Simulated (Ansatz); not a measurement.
Relaxed-ion elastic tensor of MoS2 in space group P6_3/mmc (No. 194; Mo on 2d, S on 4f) in GPa (Voigt order), the program Ansatz at the r²SCAN+D4 level (PAW); density 4.88 g/cm³, 18.16 Å³ per atom.

```json
[
 {"": "1", "1": "230", "2": "60.4", "3": "8.9", "4": "0.0", "5": "0.0", "6": "0.0"},
 {"": "2", "1": "60.4", "2": "230", "3": "8.9", "4": "0.0", "5": "0.0", "6": "0.0"},
 {"": "3", "1": "8.9", "2": "8.9", "3": "44.1", "4": "0.0", "5": "0.0", "6": "0.0"},
 {"": "4", "1": "0.0", "2": "0.0", "3": "0.0", "4": "14.0", "5": "0.0", "6": "0.0"},
 {"": "5", "1": "0.0", "2": "0.0", "3": "0.0", "4": "0.0", "5": "14.0", "6": "0.0"},
 {"": "6", "1": "0.0", "2": "0.0", "3": "0.0", "4": "0.0", "5": "0.0", "6": "84.8"}
]
```

### Question
Is the crystal mechanically stable?

### Answer
Yes: the smallest eigenvalue of C is 14.0 GPa.

### Question
Work out the Voigt, Reuss and Hill averages.

### Answer
K_V = 73.4, K_R = 36.9, K_H = 55.1; G_V = 50.9, G_R = 24.9, G_H = 37.9 GPa.

### Question
Give Young's modulus, Poisson's ratio, Pugh's ratio and the universal anisotropy index.

### Answer
E = 9KG/(3K + G) = 92.5 GPa; ν = 0.22; K/G = 1.45 (brittle by the Pugh limit of 1.75); A_U = 5G_V/G_R + K_V/K_R − 6 = 6.24.

### Question
Estimate the sound speeds and the Debye temperature.

### Answer
v_l = √((K + 4G/3)/ρ) = 4650 m/s, v_t = √(G/ρ) = 2790 m/s, mean 3080 m/s; Θ = (h/k)(3n/4πV)^(1/3) v_m = 349 K.

### Question
Solve the Christoffel equation for the three sound speeds along x, y, z.

### Answer
Eigenvalues of C_ijkl n_j n_l equal ρv². In km/s, slowest first: x 1.69, 4.17, 6.87; y 1.69, 4.17, 6.87; z 1.69, 1.69, 3.01.

### Question
How much does each axis shrink under pressure?

### Answer
Linear compressibilities β_i = Σ_j S_ij (j = 1 to 3): x 2.8, y 2.8, z 22 per TPa.

The cell was relaxed with r²SCAN+D4 under the symmetry of its start. No spin polarisation was allowed.

Potentials: the later of the program's two PAW sets.
